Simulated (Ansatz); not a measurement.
## Calculated field gradients at the nuclei for GeSe₂O₆

The cell is a Materials Project structure (computed, not necessarily an observed phase), taken as it stands.

Space group Pa-3 (No. 205); a = 7.7981 Å.

```csv
site,Wyckoff,site symmetry,x,y,z
Ge,4b,.-3.,0.5000,0.5000,0.5000
Se,8c,.3.,0.8301,0.6699,0.3301
O,24d,1,0.7389,0.5285,0.4725
```

One atom of each set is listed.

Method: Kohn–Sham DFT in Ansatz, PBE, plane waves and PAW, scalar-relativistic, 420 eV cutoff, Γ-centred 3×3×3 k-points, Fermi–Dirac smearing 0.02 eV.

V_zz is the principal component of the electric field gradient with the largest magnitude, η = (V_xx − V_yy)/V_zz and C_Q = eQV_zz/h.

⁷³Ge: I = 9/2, Q = -196.0 mb; 17O: I = 5/2, Q = -25.58 mb. Nuclear quadrupole moments: year-2017 set (Pyykkö).

**Question.** Which values are expected at the nuclei?

**Answer.** 

```json
{"site": "Ge", "atoms": "4", "first shell": "6 O at 1.89 Å", "V_xx, V_yy, V_zz (10²¹ V/m²)": "-0.21, -0.21, 0.43", "η": "0.00", "C_Q (MHz)": "-2.03"}
{"site": "Se", "atoms": "8", "first shell": "3 O at 1.72 Å", "V_xx, V_yy, V_zz (10²¹ V/m²)": "16.00, 16.00, -32.0", "η": "0.00", "C_Q (MHz)": "–"}
{"site": "O", "atoms": "24", "first shell": "1 Se at 1.72 Å, 1 Ge at 1.89 Å, angle 124°", "V_xx, V_yy, V_zz (10²¹ V/m²)": "-3.64, -10.69, 14.33", "η": "0.49", "C_Q (MHz)": "-8.86"}
```

An axis of threefold or higher order runs through Ge and Se, so V_zz lies along it and η is zero.

Se has no stable isotope with a ground-state quadrupole moment in the table, so no C_Q is given.

At this cell the PBE pressure is 6 GPa, so with PBE the cell would grow if it were relaxed. The entry's cell may itself be off. The largest force is 0.6 eV/Å, so the atoms aren't at the calculated equilibrium and relaxing them would move these values. A computed database structure should lie near equilibrium, so this entry is doubtful.
